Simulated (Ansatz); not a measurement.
Crystals of one structure type (zinc blende) and one family of elements, relaxed and computed with HSE06 in the plane-wave PAW code Ansatz.

| crystal | V (Å³/atom) | B₀ by P(V) fit (GPa) |
|---|---|---|
| BN | 5.81 | 403 |
| AlN | 10.40 | ? |
| GaN | 11.38 | 198 |
| BP | 11.57 | 174 |
| AlP | 20.52 | 90.8 |
| AlAs | 22.93 | 75.8 |
| InP | 25.70 | 69.4 |

### Question
Fit a straight line to ln B₀ against ln V and predict the withheld value.

### Answer
Least squares on the 6 shown rows: ln B₀ = -1.21 × ln V + (8.155), with a scatter of 4 %. For AlN this gives 205. The run itself gave 212, within the scatter.

All cells were relaxed under the symmetry of their starts (and spin orders); stability against distortions was not tested throughout. Scalar-relativistic: spin–orbit coupling is off unless named, which matters more the heavier the elements.

Potentials: the earlier of the program's two PAW sets.
